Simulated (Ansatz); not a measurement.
The start is a relaxed HfN cell shaken by Gaussian noise of σ = 0.08 Å a coordinate. Cell shape, volume and atoms are optimised at zero target pressure with r2SCAN (plane waves to 500 eV, PAW, scalar-relativistic; Ansatz, a quantum-chemistry and plane-wave program). First-step values are on the input's coarse k-mesh.

Ansatz input (later rounds restart from its end on a renewed k-mesh):
Ansatz 0.2 input:
```yaml
crystal:
  lattice:
    - [5.9326761545, 0, 0]
    - [0, 5.9326761545, 0]
    - [0, 0, 3.4509701653]
  atoms:
    - { symbol: N, position: [0.3357089525, 0.6570273485, -0.0076239957] }
    - { symbol: N, position: [0.8188893826, 0.8266811084, 0.5055756765] }
    - { symbol: N, position: [0.1645850392, 0.1605516678, 0.4688778339] }
    - { symbol: N, position: [0.667187293, 0.3493742706, -0.0166590166] }
    - { symbol: Hf, position: [0.2927938781, 0.3177912714, 0.0246401705] }
    - { symbol: Hf, position: [0.8037802873, 0.1927317969, 0.510690437] }
    - { symbol: Hf, position: [0.2136136021, 0.8201866981, 0.514641513] }
    - { symbol: Hf, position: [0.6866477752, 0.6934607509, -0.0121063453] }
basis: { ecutwfc: 500, ecutrho_ratio: 4, xc_grid: 4, fft_grid_basis: typed }
kpoints: { mp_grid: { grid: [4, 4, 7] } }
hamiltonian:
  xc: r2scan
  dispersion: none
  pseudopotentials: { azcp: { folder: ./paw }, kind: paw }
scf: { occupations: { method: fermi_dirac, width: 0.05 } }
relax: { f_tol: 0.01, max_steps: 100, cell: { stress_tol: 0.02 } }
output: { forces: true, stress: true }
```

**Question.** What pressure does the first self-consistent step give?

**Answer.** +3 GPa (positive: the cell is compressed).

**Question.** By how much does the energy per atom fall from start to end?

**Answer.** 0.21 eV/atom.

**Question.** Is the parent structure recovered?

**Answer.** It does not go back: it reaches P4₂/m (No. 84), 0.12 eV/atom below the parent.

**Question.** How do the shortest distances between atoms change?

**Answer.** The closest pairs of elements (up to four, under 3.6 Å), start → end: Hf–N 1.95 → 2.10 Å; N–N 2.68 → 2.86 Å; Hf–Hf 3.23 → 3.22 Å.

**Question.** What band gap does the relaxed structure have at this level?

**Answer.** No gap (metallic).

**Question.** Give the final cell and atomic positions.

**Answer.** 
```cif
data_Hf4N4
_chemical_formula_sum 'N4 Hf4'
_space_group_name_H-M_alt 'P42/m'
_space_group_IT_number 84
_space_group_name_Hall '-P 4c'
_cell_length_a 5.94589
_cell_length_b 5.94589
_cell_length_c 3.37520
_cell_angle_alpha 90.000
_cell_angle_beta 90.000
_cell_angle_gamma 90.000
loop_
_atom_site_label
_atom_site_type_symbol
_atom_site_symmetry_multiplicity
_atom_site_Wyckoff_symbol
_atom_site_fract_x
_atom_site_fract_y
_atom_site_fract_z
_atom_site_occupancy
N1 N 4 j 0.63952 0.19562 0.00000 1
Hf1 Hf 4 j 0.28809 0.16924 0.00000 1
```

Final values are on a 8×8×14 k-mesh of the relaxed cell. No spin polarisation in the result.

The relaxed structure here is a generated cell of HfN: the first start was made by placing the elements on the sites of a structure type, and the end was not matched to a known phase here, so it may be hypothetical. Known forms of HfN include space group No. 225.
